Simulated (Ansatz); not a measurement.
# Eigenvalues along a path: Hf (hcp type)

```yaml
crystal:
  lattice:
    - [3.01886, 0.00000, 0.00000]
    - [-1.50943, 2.61441, 0.00000]
    - [0.00000, 0.00000, 4.81873]
  atoms:
    - { symbol: Hf, position: [0.33333, 0.66667, 0.25000] }
    - { symbol: Hf, position: [0.66667, 0.33333, 0.75000] }
```

The cell comes from a relaxation on PAW files under the same functional.

Level of theory: DFT with PBEsol, scalar-relativistic, in Ansatz 0.2.0; a Γ-centred 14×14×8 k mesh, Fermi–Dirac smearing of 0.08 eV, no spin polarisation. LAPW: all electrons, basis error target 1 meV/atom.

This run: volume at 0.88 of the series' base cell.

Spin–orbit coupling is left out, which matters for the heavy atoms.

Path points, in fractions of the reciprocal vectors: Γ (0.000, 0.000, 0.000), M (0.500, 0.000, 0.000), K (0.333, 0.333, 0.000), A (0.000, 0.000, 0.500), L (0.500, 0.000, 0.500), H (0.333, 0.333, 0.500). Levels in eV from the Fermi level; bands 19 to 42, counted from the lowest band of the run. The gap is zero, the pressure 18.01 GPa.

```
# k(1/Å) point b19 b20 b21 b22 b23 b24 b25 b26 b27 b28 b29 b30 b31 b32 b33 b34 b35 b36 b37 b38 b39 b40 b41 b42
0.000 Γ -11.48 -11.45 -11.44 -11.43 -11.43 -11.42 -11.42 -11.41 -11.41 -11.39 -11.36 -11.36 -11.31 -11.30 -7.91 -4.28 1.17 1.17 1.29 1.41 2.16 2.16 3.02 3.02
0.300 - -11.48 -11.44 -11.43 -11.43 -11.42 -11.42 -11.42 -11.40 -11.40 -11.38 -11.37 -11.36 -11.32 -11.32 -7.34 -3.73 0.16 0.41 1.58 1.72 2.21 2.44 2.52 2.69
0.601 - -11.47 -11.44 -11.43 -11.43 -11.41 -11.40 -11.40 -11.40 -11.39 -11.38 -11.38 -11.37 -11.35 -11.33 -5.88 -2.78 -1.18 -0.69 0.79 1.64 1.72 3.30 3.48 4.16
0.901 - -11.48 -11.46 -11.44 -11.41 -11.41 -11.41 -11.40 -11.39 -11.38 -11.37 -11.37 -11.37 -11.36 -11.33 -4.33 -3.04 -2.38 -0.60 0.98 1.21 1.37 5.52 5.59 6.18
1.202 M -11.49 -11.46 -11.44 -11.42 -11.42 -11.40 -11.39 -11.39 -11.38 -11.38 -11.36 -11.35 -11.35 -11.33 -3.64 -3.43 -2.82 -0.39 0.75 1.03 1.93 7.06 7.68 7.69
1.375 - -11.48 -11.46 -11.44 -11.43 -11.41 -11.40 -11.40 -11.40 -11.38 -11.37 -11.36 -11.35 -11.35 -11.34 -3.44 -3.22 -2.80 -0.52 0.63 0.98 1.96 6.83 6.98 7.46
1.549 - -11.47 -11.46 -11.44 -11.44 -11.41 -11.41 -11.40 -11.40 -11.38 -11.37 -11.36 -11.35 -11.34 -11.34 -2.93 -2.78 -2.65 -0.85 0.41 0.84 2.07 6.07 6.73 7.06
1.722 - -11.46 -11.45 -11.44 -11.44 -11.42 -11.41 -11.40 -11.40 -11.37 -11.37 -11.37 -11.36 -11.34 -11.34 -2.78 -2.30 -1.97 -1.28 0.28 0.61 2.23 5.79 6.38 6.76
1.895 K -11.46 -11.44 -11.44 -11.43 -11.42 -11.42 -11.40 -11.40 -11.38 -11.37 -11.37 -11.36 -11.34 -11.34 -2.79 -1.82 -1.82 -1.50 0.38 0.38 2.35 6.06 6.06 6.66
2.242 - -11.46 -11.45 -11.45 -11.44 -11.43 -11.41 -11.39 -11.38 -11.38 -11.37 -11.37 -11.37 -11.35 -11.35 -3.07 -2.55 -1.82 -1.58 0.19 1.13 1.53 4.75 6.12 6.88
2.589 - -11.46 -11.45 -11.44 -11.44 -11.40 -11.40 -11.39 -11.39 -11.39 -11.39 -11.38 -11.37 -11.36 -11.35 -5.27 -2.13 -1.52 -1.34 0.71 0.78 2.03 3.34 4.16 5.24
2.936 - -11.48 -11.44 -11.43 -11.43 -11.42 -11.42 -11.42 -11.40 -11.40 -11.38 -11.37 -11.36 -11.33 -11.32 -7.15 -3.56 -0.05 0.19 1.46 1.93 2.08 2.26 2.63 2.92
3.283 Γ -11.48 -11.45 -11.44 -11.43 -11.43 -11.42 -11.42 -11.41 -11.41 -11.39 -11.36 -11.36 -11.31 -11.30 -7.91 -4.28 1.17 1.17 1.29 1.41 2.16 2.16 3.02 3.02
3.446 - -11.48 -11.44 -11.44 -11.44 -11.44 -11.41 -11.41 -11.40 -11.40 -11.39 -11.35 -11.35 -11.31 -11.30 -7.73 -4.31 1.00 1.08 1.08 1.26 2.02 2.02 3.30 3.30
3.609 - -11.48 -11.45 -11.45 -11.45 -11.43 -11.43 -11.43 -11.39 -11.38 -11.38 -11.35 -11.35 -11.31 -11.30 -7.24 -4.47 0.41 0.88 0.95 0.95 1.69 1.69 3.97 3.97
3.772 - -11.48 -11.46 -11.45 -11.45 -11.44 -11.44 -11.42 -11.40 -11.37 -11.37 -11.35 -11.35 -11.31 -11.31 -6.50 -4.91 0.02 0.42 0.93 0.93 1.33 1.33 4.80 4.80
3.935 A -11.47 -11.47 -11.45 -11.45 -11.45 -11.45 -11.41 -11.41 -11.35 -11.35 -11.35 -11.35 -11.31 -11.31 -5.65 -5.65 0.06 0.06 1.06 1.06 1.06 1.06 5.62 5.62
4.235 - -11.46 -11.46 -11.45 -11.45 -11.44 -11.44 -11.40 -11.40 -11.36 -11.36 -11.36 -11.36 -11.32 -11.32 -5.16 -5.16 -0.41 -0.41 0.89 0.89 1.48 1.48 5.48 5.48
4.536 - -11.46 -11.46 -11.43 -11.43 -11.43 -11.43 -11.39 -11.39 -11.37 -11.37 -11.37 -11.37 -11.35 -11.35 -4.21 -4.21 -0.97 -0.97 0.56 0.56 2.44 2.44 5.48 5.48
4.836 - -11.46 -11.46 -11.43 -11.43 -11.42 -11.42 -11.40 -11.40 -11.38 -11.38 -11.36 -11.36 -11.36 -11.36 -3.92 -3.92 -1.22 -1.22 1.20 1.20 2.98 2.98 6.37 6.37
5.137 L -11.45 -11.45 -11.43 -11.43 -11.43 -11.43 -11.39 -11.39 -11.38 -11.38 -11.36 -11.36 -11.35 -11.35 -3.99 -3.99 -1.37 -1.37 1.88 1.88 3.03 3.03 7.21 7.21
5.310 - -11.45 -11.45 -11.43 -11.43 -11.42 -11.42 -11.39 -11.39 -11.38 -11.38 -11.37 -11.37 -11.35 -11.35 -3.80 -3.80 -1.26 -1.26 1.26 1.26 3.24 3.24 6.73 6.73
5.483 - -11.44 -11.44 -11.43 -11.43 -11.42 -11.42 -11.39 -11.39 -11.39 -11.39 -11.38 -11.38 -11.34 -11.34 -3.31 -3.31 -1.00 -1.00 0.33 0.33 3.10 3.10 6.55 6.55
5.657 - -11.43 -11.43 -11.43 -11.43 -11.42 -11.42 -11.40 -11.40 -11.39 -11.39 -11.39 -11.39 -11.34 -11.34 -2.65 -2.65 -1.17 -1.17 -0.05 -0.05 2.81 2.81 6.26 6.26
5.830 H -11.43 -11.43 -11.42 -11.42 -11.42 -11.42 -11.40 -11.40 -11.40 -11.40 -11.39 -11.39 -11.34 -11.34 -2.11 -2.11 -1.69 -1.69 0.02 0.02 2.76 2.76 6.02 6.02
6.177 - -11.44 -11.44 -11.43 -11.43 -11.41 -11.41 -11.40 -11.40 -11.39 -11.39 -11.38 -11.38 -11.35 -11.35 -3.00 -3.00 -0.90 -0.90 -0.07 -0.07 2.40 2.40 6.68 6.68
6.524 - -11.45 -11.45 -11.44 -11.44 -11.42 -11.42 -11.39 -11.39 -11.38 -11.38 -11.37 -11.37 -11.36 -11.36 -3.80 -3.80 -0.97 -0.97 0.16 0.16 2.52 2.52 5.48 5.48
6.871 - -11.46 -11.46 -11.45 -11.45 -11.44 -11.44 -11.40 -11.40 -11.37 -11.37 -11.36 -11.36 -11.33 -11.33 -5.01 -5.01 -0.51 -0.51 0.81 0.81 1.62 1.62 5.39 5.39
7.218 A -11.47 -11.47 -11.45 -11.45 -11.45 -11.45 -11.41 -11.41 -11.35 -11.35 -11.35 -11.35 -11.31 -11.31 -5.65 -5.65 0.06 0.06 1.06 1.06 1.06 1.06 5.62 5.62
```
